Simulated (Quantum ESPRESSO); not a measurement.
# CuAl2WTa2Rh2: one composition in several site orders

Computed values, not a measurement. The program is pw.x of Quantum ESPRESSO 7.5 (plane-wave density functional theory). The cell is made up: eight metal atoms on a face-centred cubic lattice, with elements, volume, strain and displacements drawn at random and not relaxed, so it may be unstable or far from any real phase. PseudoDojo standard norm-conserving files set the functional (PBE unless stated); there is no spin polarisation or spin-orbit coupling, the Fermi-Dirac width of 0.25 eV means electrons at about 2900 K, and the masses in the input are unused placeholders. The copper pseudopotential is less sure than most, with forces differing by about three percent and pressure by about two GPa from a second method on plain copper. Heavy elements are run without spin-orbit coupling, which real alloys of them have. A spin test at this wide smearing found no moment, but such smearing suppresses magnetism that the real alloy may have.

The runs put one composition on the sites in different orders. Cell, positions, cutoff, mesh and smearing stay as in the input of run 1; sites are counted in its order. Stress in the tables is positive in tension.

Input of run 1:

```
&control calculation='scf', pseudo_dir='./dojo.nc.sr.pbe.v0_5.standard.upf', outdir='./o', disk_io='minimal', tprnfor=.true., tstress=.true. /
&system ibrav=0, nat=8, ntyp=5, nbnd=64, ecutwfc=92.02030273, nosym=.true., tot_charge=0,
 occupations='smearing', smearing='fd', degauss=0.0183746611
/
&electrons conv_thr=1.470e-08, electron_maxstep=70, mixing_beta=0.5 /
ATOMIC_SPECIES
Al 1.0 Al.upf
Cu 1.0 Cu.upf
Rh 1.0 Rh.upf
Ta 1.0 Ta.upf
W 1.0 W.upf
CELL_PARAMETERS angstrom
0.0516 -0.0235 -3.9861
3.9314 -0.056 -0.0516
0.112 -7.7032 -0.0471
ATOMIC_POSITIONS angstrom
Cu 0.0041 -0.0366 -0.03
Al 0.0525 -3.8574 -0.0046
W 1.9562 -1.9283 -0.0171
Al 2.0383 -5.7983 -0.0765
Ta 0.0508 -1.9322 -1.9818
Rh 0.0897 -5.8087 -2.0315
Ta 1.9656 -0.0651 -2.0494
Rh 2.0683 -3.8852 -2.0487
K_POINTS automatic
6 6 3 1 1 1
```

```
run  elements on sites 1 to 8  free energy less that of run 1 (eV)  -TS (eV)  pressure (GPa)  stress xx (GPa)  stress yy (GPa)  stress zz (GPa)  stress yz (GPa)  stress xz (GPa)  stress xy (GPa)  iterations
  1    Cu Al W Al Ta Rh Ta Rh                                0.000    -1.080            5.34            -4.47           -12.64             1.11             1.12            -1.93            -2.69          18
  2    Ta Rh W Al Rh Cu Al Ta                                0.132    -1.083            5.14            -3.53            -4.01            -7.88             1.51            -2.91            -2.73          18
  3    W Al Ta Cu Al Ta Rh Rh                               -0.178    -1.101            4.46            -2.92            -3.60            -6.85             1.18            -2.84            -2.42          18
  4    Ta Rh Cu Ta Al Rh W Al                                0.281    -1.225            6.89            -3.02           -15.05            -2.60             1.30            -0.91            -3.10          17
  5    Ta Ta Al Rh Al Rh Cu W                                0.187    -1.087            3.23            -3.65            -3.91            -2.13             1.43            -3.73            -3.14          18
  6    Cu Ta W Ta Al Al Rh Rh                                0.262    -1.268            5.02            -2.88            -5.81            -6.38             1.08            -2.39            -2.30          18
```

Forces Fx Fy Fz (eV/Å):

| site | run 1 | run 2 | run 3 | run 4 | run 5 | run 6 |
| --- | --- | --- | --- | --- | --- | --- |
| 1 | -0.04 0.72 0.12 | -0.46 1.02 0.18 | -0.26 0.95 0.28 | -0.36 -1.50 0.22 | -0.11 2.43 0.20 | -0.17 0.08 0.00 |
| 2 | -0.10 -1.29 0.03 | -0.16 -1.09 -0.03 | -0.27 -0.66 -0.14 | -0.12 1.11 -0.24 | 0.07 0.36 -0.26 | 0.01 1.11 -0.20 |
| 3 | 0.39 -0.27 -0.15 | 0.40 -0.91 -0.28 | 0.68 -0.67 -0.17 | 0.18 -0.68 -0.04 | 0.32 -0.25 -0.13 | 0.28 0.29 -0.11 |
| 4 | -0.07 0.22 -0.08 | 0.16 0.54 0.05 | 0.07 -0.14 0.06 | 0.06 1.79 0.09 | -0.08 -0.64 0.13 | -0.06 -1.44 0.14 |
| 5 | -0.48 -0.70 -0.22 | 0.00 -0.42 -0.21 | -0.26 -0.08 -0.14 | -0.11 -1.34 -0.16 | 0.13 0.02 -0.22 | -0.15 0.98 -0.14 |
| 6 | -0.07 -0.52 -0.13 | 0.02 -0.20 -0.04 | 0.13 -0.36 -0.12 | 0.20 1.12 -0.01 | 0.02 -0.49 -0.01 | 0.07 -0.95 0.03 |
| 7 | 0.41 2.20 0.33 | 0.29 0.12 0.17 | 0.10 0.75 0.14 | 0.32 -0.80 0.21 | 0.06 0.05 0.09 | 0.12 -0.08 0.11 |
| 8 | -0.04 -0.37 0.10 | -0.25 0.93 0.17 | -0.18 0.20 0.07 | -0.18 0.30 -0.07 | -0.39 -1.48 0.21 | -0.10 -0.01 0.18 |

The sites are displaced and not relaxed, so the energy differences mix bonding between neighbours with strain and are not ordering energies. A rerun of one cell of this series at a higher cutoff and on a denser mesh moved values by no more than 0.003 eV in energy, 0.11 GPa in stress and 0.007 eV/Å in force, and a second program with other atomic files agreed on that cell to 2 % rms in force and 0.5 GPa in pressure.